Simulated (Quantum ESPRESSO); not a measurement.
## GaW6Pt (input and log of a self-consistent run)

Simulated, not a measurement. The program is pw.x of Quantum ESPRESSO 7.5 (plane-wave density functional theory). The cell is made up: eight metal atoms on a face-centred cubic lattice, with elements, volume, strain and displacements drawn at random and not relaxed, so it may be unstable or far from any real phase. PseudoDojo standard norm-conserving files set the functional (PBE unless stated); there is no spin polarisation or spin-orbit coupling, the Fermi-Dirac width of 0.25 eV means electrons at about 2900 K, and the masses in the input are unused placeholders. Heavy elements are run without spin-orbit coupling, which real alloys of them have. A spin test at this wide smearing found no moment, but such smearing suppresses magnetism that the real alloy may have.

Input:

```
&control calculation='scf', pseudo_dir='./dojo.nc.sr.pbe.v0_5.standard.upf', outdir='./o', disk_io='minimal', tprnfor=.true., tstress=.true. /
&system ibrav=0, nat=8, ntyp=3, nbnd=75, ecutwfc=84.00895049, nosym=.true., tot_charge=0,
 occupations='smearing', smearing='fd', degauss=0.0183746611
/
&electrons conv_thr=1.470e-08, electron_maxstep=70, mixing_beta=0.5 /
ATOMIC_SPECIES
Ga 1.0 Ga.upf
Pt 1.0 Pt.upf
W 1.0 W.upf
CELL_PARAMETERS angstrom
-1.9696 -3.9392 -1.9696
-3.9392 1.9696 1.9696
0.0 3.9392 -3.9392
ATOMIC_POSITIONS angstrom
Ga 0.1374 -0.0434 -0.0307
W 0.2393 2.0387 -1.9259
W -1.8771 1.8971 0.015
W -1.8581 3.7414 -2.026
W -1.8422 -0.015 -1.9567
W -1.9785 2.0543 -3.8882
W -3.9449 -0.0142 -0.1785
Pt -3.9012 1.9233 -2.045
K_POINTS automatic
5 5 5 1 1 1
```

The log is shortened where brackets say so; the opening notice, blank lines, dates and the lines on written files are dropped, and the path of the files is cut. It prints rydbergs, bohrs and kilobars, and counts compression as positive stress. Its total energy is the free energy E - TS of the whole cell.

```
     Program PWSCF v.7.5
     Parallel version (MPI & OpenMP), running on       4 processor cores
     Number of MPI processes:                 4
     Threads/MPI process:                     1
     [start-up lines left out]
     bravais-lattice index     =            0
     lattice parameter (alat)  =       9.1170  a.u.
     unit-cell volume          =     824.9938 (a.u.)^3
     number of atoms/cell      =            8
     number of atomic types    =            3
     number of electrons       =       115.00
     number of Kohn-Sham states=           75
     kinetic-energy cutoff     =      84.0090  Ry
     charge density cutoff     =     336.0358  Ry
     scf convergence threshold =      1.5E-08
     mixing beta               =       0.5000
     number of iterations used =            8  plain     mixing
     Exchange-correlation= PBE
                           (   1   4   3   4   0   0   0)
     [axes and pseudopotential details left out]
   Cartesian axes
     site n.     atom                  positions (alat units)
         1        Ga     tau(   1) = (   0.0284795  -0.0089957  -0.0063633  )
         2        W      tau(   2) = (   0.0496008   0.4225710  -0.3991904  )
         3        W      tau(   3) = (  -0.3890754   0.3932209   0.0031091  )
         4        W      tau(   4) = (  -0.3851372   0.7754976  -0.4199386  )
         5        W      tau(   5) = (  -0.3818415  -0.0031091  -0.4055744  )
         6        W      tau(   6) = (  -0.4100930   0.4258045  -0.8059256  )
         7        W      tau(   7) = (  -0.8176780  -0.0029433  -0.0369985  )
         8        Pt     tau(   8) = (  -0.8086201   0.3986515  -0.4238768  )
     number of k points=    63  Fermi-Dirac smearing, width (Ry)=  0.0184
                       cart. coord. in units 2pi/alat
        k(    1) = (  -0.1684024   0.0153093  -0.1071652), wk =   0.0320000
        k(    2) = (  -0.1990210   0.1071652  -0.2602583), wk =   0.0320000
     [further k points left out]
     Dense  grid:    85851 G-vectors     FFT dimensions: (  54,  54,  64)
     Estimated max dynamical RAM per process >     363.06 MB
     Estimated total dynamical RAM >       1.36 GB
     Initial potential from superposition of free atoms
     starting charge     114.9941, renormalised to     115.0000
     Starting wfcs are   79 randomized atomic wfcs
     total cpu time spent up to now is        5.5 secs
     per-process dynamical memory:   291.3 Mb
     Self-consistent Calculation
     iteration #  1     ecut=    84.01 Ry     beta= 0.50
     Davidson diagonalization with overlap
     ethr =  1.00E-02,  avg # of iterations =  3.0
     total cpu time spent up to now is       19.6 secs
     total energy              =   -1323.13166677 Ry
     estimated scf accuracy    <       1.92307590 Ry
     iteration #  2     ecut=    84.01 Ry     beta= 0.50
     Davidson diagonalization with overlap
     ethr =  1.67E-03,  avg # of iterations =  3.0
     total cpu time spent up to now is       33.9 secs
     total energy              =   -1323.73102317 Ry
     estimated scf accuracy    <       4.89990993 Ry
     iteration #  3     ecut=    84.01 Ry     beta= 0.50
     Davidson diagonalization with overlap
     ethr =  1.67E-03,  avg # of iterations =  2.0
     total cpu time spent up to now is       47.0 secs
     total energy              =   -1324.13681219 Ry
     estimated scf accuracy    <       0.69032248 Ry
     iteration #  4     ecut=    84.01 Ry     beta= 0.50
     Davidson diagonalization with overlap
     ethr =  6.00E-04,  avg # of iterations =  1.1
     total cpu time spent up to now is       58.1 secs
     total energy              =   -1324.15692872 Ry
     estimated scf accuracy    <       0.15334777 Ry
     iteration #  5     ecut=    84.01 Ry     beta= 0.50
     Davidson diagonalization with overlap
     ethr =  1.33E-04,  avg # of iterations =  4.4
     total cpu time spent up to now is       72.7 secs
     total energy              =   -1324.19250067 Ry
     estimated scf accuracy    <       0.10190476 Ry
     [iterations 6 to 12 left out]
     iteration # 13     ecut=    84.01 Ry     beta= 0.50
     Davidson diagonalization with overlap
     ethr =  2.30E-09,  avg # of iterations =  2.1
     total cpu time spent up to now is      174.7 secs
     total energy              =   -1324.19654934 Ry
     estimated scf accuracy    <       0.00000154 Ry
     iteration # 14     ecut=    84.01 Ry     beta= 0.50
     Davidson diagonalization with overlap
     ethr =  1.34E-09,  avg # of iterations =  1.2
     total cpu time spent up to now is      186.0 secs
     total energy              =   -1324.19654951 Ry
     estimated scf accuracy    <       0.00000016 Ry
     iteration # 15     ecut=    84.01 Ry     beta= 0.50
     Davidson diagonalization with overlap
     ethr =  1.42E-10,  avg # of iterations =  2.7
     total cpu time spent up to now is      199.5 secs
     total energy              =   -1324.19654953 Ry
     estimated scf accuracy    <       0.00000021 Ry
     iteration # 16     ecut=    84.01 Ry     beta= 0.50
     Davidson diagonalization with overlap
     ethr =  1.42E-10,  avg # of iterations =  1.4
     total cpu time spent up to now is      211.1 secs
     total energy              =   -1324.19654955 Ry
     estimated scf accuracy    <       0.00000002 Ry
     iteration # 17     ecut=    84.01 Ry     beta= 0.50
     Davidson diagonalization with overlap
     ethr =  1.57E-11,  avg # of iterations =  2.2
     total cpu time spent up to now is      223.7 secs
     End of self-consistent calculation
     [lines on levels left out]
!    total energy              =   -1324.19654955 Ry
     estimated scf accuracy    <          9.3E-09 Ry
     smearing contrib. (-TS)   =      -0.09563327 Ry
     internal energy E=F+TS    =   -1324.10091627 Ry
     The total energy is F=E-TS. E is the sum of the following terms:
     one-electron contribution =    -191.98728213 Ry
     hartree contribution      =     175.39593848 Ry
     xc contribution           =    -288.89177729 Ry
     ewald contribution        =   -1018.61779533 Ry
     convergence has been achieved in  17 iterations
     Forces acting on atoms (cartesian axes, Ry/au):
     atom    1 type  1   force =    -0.01029835   -0.01084172   -0.00442028
     atom    2 type  3   force =    -0.09888295   -0.10544066   -0.08456423
     atom    3 type  3   force =    -0.01270956   -0.02268628   -0.04061232
     atom    4 type  3   force =    -0.01818594    0.07998993    0.02792497
     atom    5 type  3   force =    -0.00141564    0.04788167   -0.00598546
     atom    6 type  3   force =     0.07378202   -0.06346448   -0.04867169
     atom    7 type  3   force =     0.04885747    0.01102842    0.13667167
     atom    8 type  2   force =     0.01885295    0.06353313    0.01965733
     Total force =     0.279752     Total SCF correction =     0.000379
     Computing stress (Cartesian axis) and pressure
          total   stress  (Ry/bohr**3)                   (kbar)     P=      191.65
   0.00139963   0.00014864  -0.00004707          205.89       21.87       -6.92
   0.00014864   0.00119333   0.00012624           21.87      175.55       18.57
  -0.00004707   0.00012624   0.00131538           -6.92       18.57      193.50
     init_run     :      5.23s CPU      5.45s WALL (       1 calls)
     electrons    :    213.29s CPU    218.23s WALL (       1 calls)
     forces       :      2.77s CPU      2.81s WALL (       1 calls)
     stress       :      9.37s CPU      9.63s WALL (       1 calls)
     [timing details left out]
     PWSCF        :   3m50.74s CPU   3m56.23s WALL
     JOB DONE.
```

In other units: free energy -18016.612 eV for the cell, pressure 19.16 GPa, largest force component 3.514 eV/Å in size. The run took 238 s of wall time with four MPI processes on a shared machine (Intel Xeon, 2023 or later, virtual cores), so the time is rough. A rerun of this cell at a higher cutoff and on a denser mesh moved values by no more than 0.005 eV in energy, 0.04 GPa in stress and 0.006 eV/Å in force, and a second program with other atomic files agreed on that cell to 2 % rms in force and 0.5 GPa in pressure.